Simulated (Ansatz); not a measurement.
## Phonons of GdZn in the CsCl-type structure

Computed with Ansatz (plane waves, PAW, 420 eV cutoff): PBEsol, scalar-relativistic, collinear spin, Gaussian smearing of 0.15 eV. The datasets are Ansatz's generated set soft_2.

```
CELL_PARAMETERS angstrom
3.53639 0.00000 0.00000
0.00000 3.53639 0.00000
0.00000 0.00000 3.53639
ATOMIC_POSITIONS crystal
Gd 0.00000 0.00000 0.00000
Zn 0.50000 0.50000 0.50000
```

The start was a prototype's sites filled with these elements; the Crystallography Open Database holds the compound in this structure.

Moments typed, the run going on from the state of an earlier one (μB, in the order of the atoms): 7.87, 0.0.

The spin moment ends at 7.50 μB for each cell as shown.

Force constants come from finite displacements in a 2×2×2 supercell (the unit cell's 10×10×10 k-mesh, folded to it); the long-range dipole term is not included. Points in reciprocal vectors of this cell: Γ = (0.000, 0.000, 0.000), X = (0.000, 0.500, 0.000), M = (0.500, 0.500, 0.000), R = (0.500, 0.500, 0.500).

Task: Is the structure dynamically stable along this path, and where does the spectrum end?

Result: Yes: no branch is imaginary beyond numerical noise. The highest frequency is 149 cm⁻¹, at M. Points that don't fit the supercell are interpolated.

Frequencies at the named points (cm⁻¹, imaginary ones negative):
```tsv
point	ω (cm⁻¹)
Γ	0 0 0 135 135 135
X	82 82 107 110 122 122
M	42 42 64 123 149 149
R	107 107 107 122 122 122
```

Task: What does the harmonic approximation give for the vibrational free energy, entropy and heat capacity?

Result: Zero-point energy 18.7 meV/atom.
```csv
T (K),F_vib (meV/atom),S (J/K per mole of atoms),C_V (J/K per mole of atoms)
100,10.2,19.7,20.8
200,-19.1,35.4,23.8
300,-61.2,45.2,24.4
400,-111.8,52.2,24.6
500,-168.9,57.7,24.7
600,-231.1,62.2,24.8
700,-297.7,66.1,24.8
800,-367.9,69.4,24.9
900,-441.4,72.3,24.9
1000,-517.7,74.9,24.9
```

The highest mode, 149 cm⁻¹, is worth 210 K. At 300 K the heat capacity has reached 98 % of the classical limit 3R = 24.9 J/K per mole of atoms, since all modes lie under k_BT.

The crystal is a metal or nearly so; low and unstable modes depend on mesh and smearing.

It ran for 3.1 min on 4 threads of Arm Neoverse V2, with other jobs on the host, peak memory 2.9 GiB.

Without a U the 4f levels of Gd lie too near the Fermi level, so their share of the states there, and what hangs on it, is overstated. Scalar-relativistic only: spin–orbit splittings of the heavy atoms' levels are missing. Site moments are of spin, integrated over atomic spheres. No antiparallel order was tried.
